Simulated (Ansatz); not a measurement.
One crystal and one scan (generalised stacking-fault energy along a line) at two levels, r2SCAN (plane waves to 500 eV, PAW, scalar-relativistic; Ansatz, a first-principles code) and PBE (plane waves to 420 eV, PAW, scalar-relativistic; Ansatz), each from its own relaxed cell and on its own mesh. The cell shown is that of r2SCAN.

MgSe (rock salt) is sheared across one {100} plane: the third cell vector gains the shift, so faults repeat every 8.2 Å. The cut lies between planes 2.74 Å apart; the cell height is held.

```
MgSe
1.0
    3.86945     0.00000     0.00000
    0.00000     3.86945     0.00000
    1.93472     1.93472     8.20834
Se Mg
3 3
Direct
  0.00000   0.00000   0.83333
  0.33333   0.33333   0.16667
  0.66667   0.66667   0.50000
  0.50000   0.50000   0.83333
  0.83333   0.83333   0.16667
  0.16667   0.16667   0.50000
```

In-plane vectors a = (3.869, 0.000) Å, b = (0.000, 3.869) Å, area 14.97 Å². The shift is s times the vector a + b (length 5.472 Å), so s = 1 restores the start. Atoms relax along the normal only. γ = [E(shift) − E(0)] / area.

Energies are extrapolated to zero smearing. MgSe was relaxed with its symmetry unable to fall. As the smearing reaches across the gap at some points, the k mesh leaves noise in γ, roughly 0.02 J/m² as judged from a few cases. Faults lie only 8.2 Å apart, and holding the cell height raises γ above its relaxed value. Faults lie only 8.3 Å apart, and holding the cell height raises γ above its relaxed value. Percentages come from the unrounded values. Both scans cover s from 0.000 to 0.917.

Results of r2SCAN:

Lattice constant a (Å): 5.472
Band gap of the relaxed cell, no spin-orbit coupling (eV): 2.48
Highest computed γ on the line (J/m²): 1.97
Steepest slope dγ/d(shift) before the first maximum (spline) (GPa): 12
Position of the highest point: s = 0.500
Local minima between the ends: no computed point is one

Task: Estimate the PBE values.

Result: 
```csv
quantity,PBE,r2SCAN − PBE
Lattice constant a (Å),5.508,-0.036 (-0.7 %)
"Band gap of the relaxed cell, no spin-orbit coupling (eV)",1.77,+0.71 (+40 %)
Highest computed γ on the line (J/m²),1.72,+0.25 (+14 %)
Steepest slope dγ/d(shift) before the first maximum (spline) (GPa),10,+2
```

r2SCAN gives the higher value for: band gap of the relaxed cell, no spin-orbit coupling; highest computed γ on the line. r2SCAN gives the lower value for: lattice constant a. Both give the same position of the highest point: s = 0.500.

(The slope of γ gives the shear force per area between the displaced halves; near zero shift its curvature is an elastic stiffness.)
